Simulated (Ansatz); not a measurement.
Al3Ru2:
```cif
data_Al6Ru4
_chemical_formula_sum 'Al6 Ru4'
_space_group_name_H-M_alt 'I4/mmm'
_space_group_IT_number 139
_space_group_name_Hall '-I 4 2'
_cell_length_a 3.07270
_cell_length_b 3.07270
_cell_length_c 14.25687
_cell_angle_alpha 90.000
_cell_angle_beta 90.000
_cell_angle_gamma 90.000
loop_
_atom_site_label
_atom_site_type_symbol
_atom_site_symmetry_multiplicity
_atom_site_Wyckoff_symbol
_atom_site_fract_x
_atom_site_fract_y
_atom_site_fract_z
_atom_site_occupancy
Al1 Al 2 a 0.00000 0.00000 0.00000 1
Al2 Al 4 e 0.00000 0.00000 0.19377 1
Ru1 Ru 4 e 0.00000 0.00000 0.39443 1
```
(The calculation used a cell of 5 atoms; values per cell refer to that cell.)

Relaxed at zero pressure with the program Ansatz at the PBEsol level (PAW).

Q: The volume is lowered by 3 % and shape and atoms relax at that volume. What pressure results, and how do the axes share the change?

A: 6.2 GPa; a -0.9 %, b -0.9 %, c -1.2 %; the energy rises by 8 meV/atom.

Q: Give the new structure.

A: 
Space group I4/mmm (No. 139); a = 3.044 Å, b = 3.044 Å, c = 14.091 Å, α = 90.00°, β = 90.00°, γ = 90.00°

```csv
atom,site,symmetry,x,y,z
Al,2a,4/mmm,0.0000,0.0000,0.0000
Al,4e,4mm,0.0000,0.0000,0.1945
Ru,4e,4mm,0.0000,0.0000,0.3944
```

The phase is kept; no other phase was compared at this pressure.

The workflow started from a Materials Project entry (that database holds measured and hypothetical structures alike); the Crystallography Open Database copy checked does not list it. With Al and Ru taken as one species the cell has the higher symmetry I4/mmm, so it may be an ordered model of a mixed-site phase. Whether it is the stable phase at ambient conditions was not checked. The cell was relaxed with PBEsol under the symmetry of its start; of distortions, only those at the zone centre were tested. The run is not spin-polarised. Axis ratios of metals converge slowly with the k-mesh, so a and c are less sure than the volume.

Potentials: the later of the program's two PAW sets.
